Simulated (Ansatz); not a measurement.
Below is a relaxed structure of Si3W2. The cell was found from a structure generator's guess, not taken from experiment.

Theory: DFT PBE, scalar-relativistic, plane waves, PAW (Ansatz 0.2.0). Cutoff 420 eV, Γ-centred mesh, Gaussian smearing, no spin polarisation.

```
Si W
1.0
     2.60958   -3.79963    0.00000
     2.60958    3.79963    0.00000
     0.00000    0.00000    4.88829
Si W
3 2
Direct
  0.00000 0.50000 0.50000
  0.50000 0.00000 0.50000
  0.00000 0.00000 0.50000
  0.00000 0.50000 0.00000
  0.50000 0.00000 0.00000
```

The zero of energy is the elements' standard structures at the same level; no fitted shifts are applied.

(1) Find its symmetry and describe it.

(2) How far does it lie from the elements in energy?

(3) Is it a metal?

Answers

(1) Cmmm (No. 65). Conventional cell: a = 5.219 Å, b = 7.599 Å, c = 4.888 Å. Si on a site of symmetry 2/m is surrounded by 2 Si at 2.30 Å, 2 W at 2.44 Å and 2 Si at 2.61 Å; around Si on a site of symmetry mmm lie 4 Si at 2.30 Å; around W lie 2 Si at 2.44 Å and 2 W at 2.61 Å.

(2) +1.43 eV/atom. It can't be a ground state, since the elements alone are lower.

(3) Yes, bands cross the Fermi level on the 10×10×8 mesh.

The last run used a 10×10×8 mesh (in the run's order of axes) for its 5-atom cell and Gaussian smearing of 0.10 eV. These runs have no spin–orbit coupling, which can matter for W. Symmetry constrained the relaxation, so the result can be a saddle point. Another cell of Si3W2 relaxed alike, in P-3m1, lies 1.24 eV/atom lower, so this cell isn't the stable form at this level.
